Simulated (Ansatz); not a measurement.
# Calculated with Ansatz: Ga4Ge, single run

Input:

```yaml
crystal:
  lattice:
    - [-3.101881, 3.101881, 3.101881]
    - [3.101881, -3.101881, 3.101881]
    - [3.101881, 3.101881, -3.101881]
  atoms:
    - { symbol: Ga, position: [0.3496, 0.3496, 0.3496] }
    - { symbol: Ga, position: [0.6504, 0.0, 0.0] }
    - { symbol: Ga, position: [0.0, 0.0, 0.6504] }
    - { symbol: Ga, position: [0.0, 0.6504, 0.0] }
    - { symbol: Ge, position: [0.0, 0.0, 0.0] }
  symmetry: { tolerance: 0.0003 }
kpoints:
  mp_grid: { grid: [4, 4, 4], shift: [0, 0, 0] }
magnetization:
  spin_polarized: false
scf:
  occupations: { method: fermi_dirac }
hamiltonian:
  pseudopotentials: { kind: paw }
  xc: pbe
basis:
  ecutwfc: 500
output:
  forces: true
  stress: true
  eigenvalues: true
  write_density: true
  write_potential: true
  elf: true
  volumetric_format: npy
```

Launch command:

```bash
ansatz run input.yaml --threads 1 --pin off --max-ram 2560MiB --backend cpu --events-out ev --progress --plain --runs-dir out
```

Origin of the cell: a known structure type with other elements, at an estimated volume, so it need not be a known compound.

The smearing width isn't typed, so it takes its default of 0.1 eV.

Output (shortened):

```
SCF iter   1: F=—  HF=-19413.311233 eV  Δρ=4.57e-3  dr2=1.79e-2  defer=1
SCF iter   2: F=—  HF=-19413.313146 eV  Δρ=1.33e-3  dr2=2.75e-3  defer=1
SCF iter   3: F=—  HF=-19413.313057 eV  Δρ=6.28e-4  dr2=3.59e-4  defer=1
SCF iter   4: F=—  HF=-19413.312993 eV  Δρ=3.26e-4  dr2=1.25e-4  defer=1
SCF iter   5: F=—  HF=-19413.312964 eV  Δρ=9.82e-5  dr2=1.65e-5  defer=1
SCF iter   6: F=—  HF=-19413.312964 eV  Δρ=4.20e-5  dr2=1.54e-6  defer=1
SCF iter   7: F=—  HF=-19413.312963 eV  Δρ=1.22e-5  dr2=1.88e-7  defer=1
SCF iter   8: F=-19413.312963 eV  HF=-19413.312963 eV  Δρ=3.26e-6  dr2=1.24e-8
SCF 1 converged in 8 iterations: F = -19413.312963 eV  dr2 = 1.24e-8
SCF converged after 8 iterations
Free energy (F): -19413.312963 eV
Harris-Foulkes:  -19413.312963 eV  (|F-HF|=2.84e-9)
Internal energy: -19413.193630 eV  (E = F + TS)
E sigma→0 (E₀):  -19413.253297 eV
Entropy (-TS):   -0.119334 eV (-23.867 meV/atom)
Fermi energy:    7.124690 eV
--- Per-component energies (eV) ---
  E_band       = -512.382638
  E_kinetic    = 587.674043
  E_local      = -12389.506994  (includes V_loc(G=0)·N_el)
  E_nonlocal   = 2107.968923
  E_hartree    = 5701.380390
  E_xc         = -362.800656
  E_vxc        = -308.827886  (∫ρ·V_xc dr)
  E_paw        = -9949.110160  (= ΣΔE_a)
  E_vpaw       = -1912.458499  (= ΣTr[D̂ρ^β])
  E_aug_tail   = -0.000130  (compensation charges beyond the density's cutoff)
  E_ewald      = -5108.799046
  E_smearing   = -0.119334  (= −TS)
  Σ components = -19413.312963   (vs F -19413.312963, Δ=0.00e0)
--- Forces (eV/Å), atoms counted from 1 ---
  atom   1  Ga     7.916480     7.916480     7.916480
  atom   2  Ga     7.916480    -7.916480    -7.916480
  atom   3  Ga    -7.916480    -7.916480     7.916480
  atom   4  Ga    -7.916480     7.916480    -7.916480
  atom   5  Ge    -0.000000    -0.000000    -0.000000
  max |Σ_I F_I| component: 3.57e-15 eV/Å
--- Stress (GPa, compression-positive) ---
       39.748654       0.000000       0.000000
        0.000000      39.748654       0.000000
        0.000000       0.000000      39.748654
  P = ⅓ Tr σ = 39.7487 GPa (397.487 kbar)
```

Caveats: the given cell is far from equilibrium, with atoms too close or a volume far off; the k mesh is coarse if the cell is a metal.

It ran for 3.6 s of wall time on 1 CPU thread(s) of a shared host, from the program's own first density.
